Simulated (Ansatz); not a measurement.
# Is this Sc₂TiN₃ structure a true minimum?

The structure comes from a proposed guess, relaxed at this level; another structure or a mixture of phases may lie lower.

Level of theory: Ansatz 0.2.0, DFT PBE, scalar-relativistic, plane waves, PAW. Plane waves to 420 eV, a k mesh through Γ of 12×12×12 on the computed 6-atom cell and Gaussian smearing (0.10 eV); no spin polarisation.

The cell below (6 atoms, space group Immm (No. 71)) is relaxed within its symmetry.

```
CELL_PARAMETERS angstrom
-1.55520 2.20799 4.68602
1.55520 -2.20799 4.68602
1.55520 2.20799 -4.68602
ATOMIC_POSITIONS crystal
Sc 0.66667 0.66667 0.00000
Sc 0.33333 0.33333 0.00000
Ti 0.00000 0.00000 0.00000
N 0.84135 0.34135 0.50000
N 0.15865 0.65865 0.50000
N 0.50000 0.00000 0.50000
```

For the test a repeat of it with 12 atoms (edges 5.40, 5.40, 5.41 Å) was strained at random (σ = 1.5 % a component), the atoms were moved at random (σ = 0.15 Å), and all was relaxed again on a coarse 6×4×6 mesh (in the run’s order of axes) with 0.20 eV smearing, with no symmetry imposed.

Question: Is the structure stable against such a distortion?

Answer: It returns, within 1 meV/atom of the unmoved cell on that mesh and with the same symmetry when read at 0.1 Å. So it is stable against the distortions that fit this cell and that this random move excites. Modes that don't fit the cell aren't tested.
